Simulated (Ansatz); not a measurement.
HgTe:
```
CELL_PARAMETERS angstrom
      0.00000     3.28642     3.28642
      3.28642     0.00000     3.28642
      3.28642     3.28642     0.00000
ATOMIC_POSITIONS crystal
  Te 0.75000 0.75000 0.75000
  Hg 0.00000 0.00000 0.00000
```

Relaxed with r²SCAN.

Q: Map the electron localisation function on the plane through (0.750, 0.750, 0.750) spanned by u = [1, 0, 0] and v = [-1, 1, 1] in lattice vectors, from DFT-r²SCAN in the program Ansatz with PAW potentials.

A: x is the fraction of u, y of v (the angle between them is 90°; rows are the nearest grid lines); atoms in the plane: Te at (0.00, 0.00), Hg at (0.50, 0.25).
```
y \ x   0.000  0.0870  0.174  0.261  0.348  0.435  0.565  0.652  0.739  0.826  0.913   1.00
------  -----  ------  -----  -----  -----  -----  -----  -----  -----  -----  -----  -----
1.00     1.00   0.031  0.444  0.632  0.415  0.168  0.168  0.415  0.632  0.444  0.031   1.00
0.909   0.215   0.370  0.523  0.631  0.385  0.069  0.069  0.385  0.631  0.523  0.369  0.215
0.848   0.523   0.555  0.630  0.536  0.225  0.030  0.030  0.225  0.536  0.630  0.555  0.523
0.758   0.513   0.469  0.327  0.127  0.027  0.007  0.007  0.027  0.127  0.327  0.469  0.513
0.697   0.158   0.129  0.065  0.022  0.009  0.007  0.007  0.009  0.022  0.065  0.129  0.158
0.606   0.015   0.013  0.009  0.011  0.017  0.024  0.024  0.017  0.011  0.009  0.013  0.015
0.545   0.005   0.006  0.010  0.024  0.048  0.067  0.067  0.048  0.024  0.010  0.006  0.005
0.455   0.005   0.012  0.053  0.143  0.211  0.230  0.230  0.211  0.143  0.053  0.012  0.005
0.394   0.015   0.033  0.138  0.270  0.313  0.357  0.357  0.313  0.270  0.138  0.033  0.015
0.303   0.158   0.143  0.202  0.312  0.469  0.536  0.536  0.469  0.312  0.202  0.143  0.158
0.242   0.513   0.426  0.256  0.275  0.483  0.625  0.625  0.483  0.275  0.256  0.426  0.513
0.152   0.523   0.575  0.616  0.274  0.316  0.480  0.480  0.316  0.274  0.617  0.575  0.523
0.0909  0.215   0.367  0.565  0.540  0.235  0.286  0.286  0.235  0.540  0.565  0.367  0.215
0.000    1.00   0.031  0.444  0.632  0.415  0.168  0.168  0.415  0.632  0.444  0.031   1.00
```

The density is the valence pseudo-density with augmentation charge, so density and ELF within about 1 Å of a nucleus are not all-electron values.

Space group F-43m (zinc blende). The cell was relaxed with r²SCAN under the symmetry of its start. Scalar-relativistic: spin–orbit coupling is off unless named, which matters more the heavier the elements.

Potentials: the later of the program's two PAW sets.
